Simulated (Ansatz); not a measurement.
WC:
```cif
data_CW
_chemical_formula_sum 'W1 C1'
_space_group_name_H-M_alt 'P 1'
_space_group_IT_number 1
_cell_length_a 2.88368
_cell_length_b 2.88368
_cell_length_c 2.81180
_cell_angle_alpha 90.000
_cell_angle_beta 90.000
_cell_angle_gamma 120.000
loop_
_space_group_symop_operation_xyz
  'x, y, z'
loop_
_atom_site_label
_atom_site_type_symbol
_atom_site_fract_x
_atom_site_fract_y
_atom_site_fract_z
_atom_site_occupancy
W1 W 0.00000 0.00000 0.00000 1
C1 C 0.66667 0.33333 0.50000 1
```

Relaxed with LDA.

Question: Decompose the optical modes at the zone centre into irreducible representations, and say which are infrared and Raman allowed.

Answer: Point group -6m2: Γ_opt = A2'' + E'. Infrared: A2'', E'. Raman: E'.

Question: Assign frequencies (DFPT, LDA (plane waves, PAW; program Ansatz)).

Answer: A2'' 602, E' 630 cm⁻¹.

Space group P-6m2. The LDA relaxation kept the symmetry of its start; phonons on a q-mesh show no instability. No spin polarisation was allowed. As this level gives no gap, phonon frequencies hold no LO–TO term and depend on the k-mesh and smearing (Fermi–Dirac, 0.1 eV here). Scalar-relativistic: spin–orbit coupling is off unless named, which matters more the heavier the elements.

Potentials: the later of the program's two PAW sets.
